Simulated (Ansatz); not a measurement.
# VP2 in the CdI2-type structure

Computed with Ansatz (plane waves, PAW, 420 eV cutoff): PBEsol, scalar-relativistic, collinear spin, Γ-centred 12×12×6 mesh, 0.05 eV Gaussian smearing. The datasets are Ansatz's generated set soft_2.

```xyz
3
Lattice="2.9575 0.0000 0.0000 -1.4787 2.5612 0.0000 0.0000 0.0000 5.1695" Properties=species:S:1:pos:R:3 pbc="T T T"
V     0.0000    0.0000    0.0000
P     0.0000    1.7075    1.6478
P     1.4787    0.8537    3.5216
```

The cell came from substitution into a structure type; whether the compound takes it is for experiment to say.

Magnetic state: non-magnetic, site spin moments none.

The run above is the reference. The same cell was run again with other input settings; several of them aren't fit for production, so the rows show the settings' effect and aren't properties of the material.

| keys changed | outcome | ΔE (meV/atom) | P (GPa) | gap on the mesh (eV) | cell moment (μB) | largest force component (eV/Å) | SCF iterations | rough core-seconds | new warnings |
| --- | --- | --- | --- | --- | --- | --- | --- | --- | --- |
| none (reference) | converged | 0.0 | 0.0 | metal | 0.00 | 0.000 | – | – | – |
| scf.algorithm: "density_mixing"; scf.n_extra_bands: 8 | converged | 0.0 | 0.0 | metal | 0.00 | 0.000 | 10 | 22 | – |

ΔE is the energy with the smearing extrapolated to zero. It is left out where the change alters the Hamiltonian or the spin treatment. The varied runs start from atomic densities (corrected by the program's trained start where that serves), with the default search for lower states unless a row changes it.

(1) What happens with these changes: scf.occupations.width: 0.05 → null; scf.occupations.method: "gaussian" → "tetrahedron_uncorrected"?

(2) What happens with these changes: basis.ecutrho_ratio: 4 → 6; accuracy: "medium"; scf.occupations.width: 0.05 → null; scf.occupations.method: "gaussian" → "tetrahedron"?

Answers:

(1) outcome converged, ΔE (meV/atom) 18.2, P (GPa) 0.2, gap on the mesh (eV) metal, cell moment (μB) 0.00, largest force component (eV/Å) 0.070, SCF iterations 19, rough core-seconds 27, new warnings band table not solved further.

(2) outcome converged, ΔE (meV/atom) -2.0, P (GPa) 0.0, gap on the mesh (eV) metal, cell moment (μB) 0.00, largest force component (eV/Å) 0.050, SCF iterations 16, rough core-seconds 27, new warnings band table not solved further; tetrahedron derivatives may miss energy slope.

3 further runs (cut off, refused for memory, with changed atoms or starts, or in doubt) are left out.

Of the reference: The starting moments died out; a magnetic state reached from other starts isn't excluded.
